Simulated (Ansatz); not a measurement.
Consider the following.

YAl3:
```xyz
4
Lattice="4.2190 0.0000 0.0000 0.0000 4.2190 0.0000 0.0000 0.0000 4.2190" Properties=species:S:1:pos:R:3 pbc="T T T"
Y      0.0000     0.0000     0.0000
Al     0.0000     2.1095     2.1095
Al     2.1095     0.0000     2.1095
Al     2.1095     2.1095     0.0000
```

This is the PBEsol-relaxed structure.

All from PBEsol in the plane-wave PAW code Ansatz, unless another level is named. Predict the density of states at the Fermi level.

0.32 states/eV per atom (mean over ±0.08 eV).

Give the formation energy from the elements (no fitted shifts).

-0.45 eV/atom.

Space group Pm-3m (Cu3Au type). The first step of the workflow began from a Materials Project structure, measured or hypothetical; the Crystallography Open Database copy checked does not list it. Whether it is the stable phase at ambient conditions was not checked. Symmetry was held in the PBEsol relaxation; whether a distortion lowers the energy is not shown. No spin polarisation was allowed. The references are the lowest solids computed at this level, not always the standard phases. Scalar-relativistic: spin–orbit coupling is off unless named, which matters more the heavier the elements.

Potentials: the later of the program's two PAW sets.
